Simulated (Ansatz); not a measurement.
B (space group R-3m)

```xyz
12
Lattice="2.4381 1.4077 4.1664 -2.4381 1.4077 4.1664 0.0000 -2.8153 4.1664" Properties=species:S:1:pos:R:3 pbc="T T T"
B     -1.5683     0.9054     2.8126
B      1.5683    -0.9054     9.6867
B      0.0000    -1.8109     2.8126
B      0.0000     1.8109     9.6867
B      1.5683     0.9054     2.8126
B     -1.5683    -0.9054     9.6867
B     -0.9953     0.5746     4.4705
B      0.9953    -0.5746     8.0288
B      0.0000    -1.1492     4.4705
B      0.0000     1.1492     8.0288
B      0.9953     0.5746     4.4705
B     -0.9953    -0.5746     8.0288
```

Equation-of-state scan: isotropic scaling of the cell above, V₀ being its volume. The atoms relax within the cell's symmetry.

Calculation: PBEsol (plane waves to 420 eV, PAW, scalar-relativistic; Ansatz, a program for electronic structure). k mesh 7×7×7 (Γ-centred), Fermi-Dirac smearing 0.05 eV. E stands for the smeared free energy. With the shape held, the modulus is that of even scaling; a crystal free to change shape is softer. B was relaxed with its symmetry unable to fall. ΔE is measured from the relaxed starting cell.

```json
[
 {"V (Å³/atom)": "6.721", "ΔE (meV/atom)": "19.3"},
 {"V (Å³/atom)": "6.806", "ΔE (meV/atom)": "12.1"},
 {"V (Å³/atom)": "6.892", "ΔE (meV/atom)": "6.7"},
 {"V (Å³/atom)": "6.978", "ΔE (meV/atom)": "2.9"},
 {"V (Å³/atom)": "7.064", "ΔE (meV/atom)": "0.7"},
 {"V (Å³/atom)": "7.150", "ΔE (meV/atom)": "0.0"},
 {"V (Å³/atom)": "7.235", "ΔE (meV/atom)": "0.7"},
 {"V (Å³/atom)": "7.321", "ΔE (meV/atom)": "2.7"},
 {"V (Å³/atom)": "7.407", "ΔE (meV/atom)": "6.0"},
 {"V (Å³/atom)": "7.493", "ΔE (meV/atom)": "10.4"},
 {"V (Å³/atom)": "7.579", "ΔE (meV/atom)": "16.0"}
]
```

Problem. What bulk modulus at fixed cell shape B₀ follows from a third-order Birch-Murnaghan fit?

Solution. 218 GPa.

Problem. What is the fitted pressure derivative B₀′?

Solution. 3.8.

(Under strain, the slope of the energy per volume gives the stress and its curvature an elastic modulus.)
